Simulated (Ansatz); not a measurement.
# TaN: energy along a strain

TaN, Fm-3m, a = 4.358 Å (as given, not relaxed at this level: 9.8 GPa). This isn't the usual stable structure of the compound. Ansatz: r2SCAN, PAW, 500 eV, Γ-centred 18×18×18 mesh on 2 atoms, Gaussian smearing 0.15 eV; no spin polarisation. Cell vectors (Å): 0.000 2.179 2.179; 2.179 0.000 2.179; 2.179 2.179 0.000. The cell is strained by x per cent times the pattern (1 -1 0 0 0 0) in the order xx yy zz yz xz xy (engineering shears), with fractional coordinates held. y is the free energy over the start, V0 = 10.346 Å³/atom. Symmetry makes y even in x. Points with a strain past 8.5 % were computed too (2) and aren't used here.

| x (%) | y (meV/atom) |
| --- | --- |
| -5.00 | 110.57 |
| 0.00 | 0.00 |
| 1.25 | 7.04 |
| 2.50 | 28.37 |
| 3.75 | 63.21 |
| 6.25 | ? |
| 7.50 | 244.61 |

Task: Fit y = c2 x² + c4 x⁴ to the other rows, get the stiffness along the pattern, and predict the missing energy.

Result: Least squares on the rows shown. y = 4.5106 x² − 0.0028947 x⁴. The clamped-ion stiffness p·C·p = 2 × 45.11 eV × 160.2 / 10.346 Å³ = 1397 GPa (second derivative at the start, which stands under stress). At x = 6.25 the fit asked for gives 171.78 meV/atom. The run gave 170.38 meV/atom, so the fit is 1.40 meV/atom too high, 0.57 % of the span of the series, against an rms of 0.27 meV/atom on the fitted rows. With a term in x⁶ added, a fit to the same known rows predicts 170.70 meV/atom, so most of the miss is curvature that the known rows already hold.

Spin–orbit coupling is left out, which can shift energies with elements as heavy as these.